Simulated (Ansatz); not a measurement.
This Zr₃AlN₄ structure is the end of a relaxation. The cell was found from a structure generator's guess, not taken from experiment.

All numbers below come from DFT PBE, scalar-relativistic, plane waves, PAW in Ansatz. Cutoff 420 eV, Γ-centred mesh, Gaussian smearing, no spin polarisation.

```xyz
8
Lattice="4.8467 0.0000 0.0000 0.0000 4.8467 0.0000 0.0000 0.0000 4.8467" Properties=species:S:1:pos:R:3 pbc="T T T"
Zr    0.0000    2.4233    2.4233
Zr    2.4233    0.0000    2.4233
Zr    2.4233    2.4233    0.0000
Al    0.0000    0.0000    0.0000
N     1.1284    1.1284    3.7183
N     1.1284    3.7183    1.1284
N     3.7183    1.1284    1.1284
N     3.7183    3.7183    3.7183
```

Formation energies are uncorrected and refer to the elements' standard structures at the same level (N₂ as a molecule).

(1) What space group does it have?

(2) How far does it lie from the elements in energy?

(3) Is it a metal?

Results:

(1) P-43m (No. 215), with Zr and Al ordered on zinc blende sites. Conventional cell: a = 4.847 Å. Zr has 4 N at 2.15 Å; Al has 4 N at 1.95 Å; around N lie 1 Al at 1.95 Å and 3 Zr at 2.15 Å.

(2) −1.19 eV/atom.

(3) Yes, bands cross the Fermi level on the 8×8×8 mesh.

The last run used an 8×8×8 mesh for its 8-atom cell and Gaussian smearing of 0.10 eV. Symmetry constrained the relaxation, so the result can be a saddle point. Another cell of Zr3AlN4 relaxed alike, in I4/mmm, lies 250 meV/atom lower, so this cell isn't the stable form at this level.
